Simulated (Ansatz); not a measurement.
## Property card for CuH₄

These are results of DFT PBE, scalar-relativistic, plane waves, PAW (Ansatz), not measurements.

Cutoff 420 eV; k points 8×8×16 on the computed 5-atom cell (Γ-centred); Gaussian smearing, width 0.10 eV; no spin polarisation.

The structure is relaxed at this level of theory with its symmetry kept, and needn't be the ground state of this composition.

```cif
data_structure
_symmetry_space_group_name_H-M 'Cmmm'
_symmetry_Int_Tables_number 65
_cell_length_a 5.9538
_cell_length_b 8.8778
_cell_length_c 2.4041
_cell_angle_alpha 90.000
_cell_angle_beta 90.000
_cell_angle_gamma 90.000
_cell_volume 127.07
loop_
_atom_site_label
_atom_site_type_symbol
_atom_site_symmetry_multiplicity
_atom_site_Wyckoff_symbol
_atom_site_fract_x
_atom_site_fract_y
_atom_site_fract_z
_atom_site_occupancy
Cu1 Cu 2 a 0.00000 0.00000 0.00000 1
H1 H 4 g 0.56307 0.00000 0.00000 1
H2 H 4 j 0.50000 0.37636 0.50000 1
```

Task: Formation energy from the elements' standard states (uncorrected)?

Result: +0.201 eV/atom.

Task: Kohn–Sham band gap?

Result: none (metal).

Task: Density of states at the Fermi level?

Result: 0.3 states/eV per cell.

Task: Orbital (Löwdin) character within 0.5 eV of the Fermi level?

Result: H 1s 63 %, Cu 3d 32 %, unprojected 5 %.

Task: Bader charge by site (e)?

Result: Cu (1 in the cell) 0.49, H (2 in the cell) -0.01, H (2 in the cell) -0.24.

The cell holds layers, chains or molecules and no dispersion correction was added, so their binding is poorly described.

The cell was found from a structure generator's guess, not taken from experiment. Löwdin shares on free-atom orbitals overweight diffuse shells.
